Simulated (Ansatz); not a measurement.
Property card for Ag

Ag:
```
CELL_PARAMETERS angstrom
      2.81487     0.00000     0.00000
     -1.40744     2.43775     0.00000
      0.00000     0.00000     4.67349
ATOMIC_POSITIONS crystal
  Ag 0.33333 0.66667 0.25000
  Ag 0.66667 0.33333 0.75000
```

Space group P6_3/mmc (No. 194), hcp (Mg type); conventional cell a = 2.815 Å, b = 2.815 Å, c = 4.673 Å, α = 90.00°, β = 90.00°, γ = 120.00°.

Method: LDA in the plane-wave PAW code Ansatz. Structure relaxed to zero pressure with the same functional. Other levels are named where they apply.

**Cell and energy**

```
Quantity              Result
---------------  -----------
Volume per atom     16.03 Å³
Density          11.17 g/cm³
```

**Electronic structure**

```
Quantity                                                                     Value
------------------------------------  --------------------------------------------
Electronic character                                             metallic (no gap)
Density of states at the Fermi level  0.28 states/eV per atom (mean over ±0.08 eV)
```

**Mechanics**

```
Quantity                                                                                        Value
--------------------------------------------  -------------------------------------------------------
Bulk modulus (Birch–Murnaghan fit)                                                            138 GPa
Pressure derivative B′                                                                            5.6
Elastic constants (relaxed ions, GPa)         C11 = 200, C12 = 127, C13 = 94.3, C33 = 214, C44 = 30.3
Mechanical stability                                           stable (all eigenvalues of C positive)
Hill bulk and shear moduli                                                           138 and 37.9 GPa
Young's modulus                                                                               104 GPa
Poisson's ratio                                                                                  0.37
Debye temperature from the elastic constants                                                    245 K
```

**Phonons**

```
Property                                       Result
-----------------------------  ----------------------
Highest zone-centre frequency                5.53 THz
Zone-centre stability          no imaginary mode at Γ
```

The first step of the workflow began from a Materials Project structure, measured or hypothetical; the Crystallography Open Database files this formula in space group No. 194, but the cells were not matched. It is not the phase usual at ambient conditions (space group No. 225). The LDA relaxation kept the symmetry of its start. No spin polarisation was allowed. As this level gives no gap, shear constants depend on the k-mesh and smearing (Fermi–Dirac, 0.1 eV here). As this level gives no gap, phonon frequencies hold no LO–TO term and depend on the k-mesh and smearing (Fermi–Dirac, 0.1 eV here). Axis ratios of metals converge slowly with the k-mesh, so a and c are less sure than the volume. On the denser mesh and wider smearing of the elastic run this cell carries a stress of 0.6 GPa. Spin–orbit coupling is left out wherever it is not named.

Potentials: the earlier of the program's two PAW sets. The files were generated under PBE; for other functionals the program regenerates the frozen cores, and for LDA and PBEsol the local potential too.
